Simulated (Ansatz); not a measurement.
ZrOs (Pm-3m), clamped-ion strain scan

Computed with DFT PBEsol, scalar-relativistic, plane waves, PAW in Ansatz 0.2.0. Cutoff 420 eV, Γ-centred 14×14×14 k-points, Gaussian smearing of 0.15 eV. Spin–orbit coupling is left out, which can shift energies with elements as heavy as these. No spin polarisation. Energies are free energies at this smearing, counted from the undisturbed cell; pressure is positive in compression.

The undisturbed cell (as given, not relaxed at this level; it stands at -3.2 GPa, and it needn't be the usual structure):

```
Zr Os
1.0
     3.26300    0.00000    0.00000
     0.00000    3.26300    0.00000
     0.00000    0.00000    3.26300
Zr Os
1 1
Cartesian
  1.6315 1.6315 1.6315
  0.0000 0.0000 0.0000
```

The cell is strained by ε times the Voigt pattern (1, -1, 0, 0, 0, 0) (xx, yy, zz, yz, xz, xy; engineering shear) with fractional coordinates fixed. The cell is metallic on the mesh throughout.

```
      ε  ΔE (meV/atom) stress summed along the pattern (GPa, tension positive) pressure (GPa)
-0.0600           89.7                                                   -25.61            -1.9
-0.0300           24.4                                                   -14.66            -2.9
 0.0000            0.0                                                     0.00            -3.2
 0.0150            6.2                                                     7.71            -3.1
 0.0450           52.6                                                    20.24            -2.5
```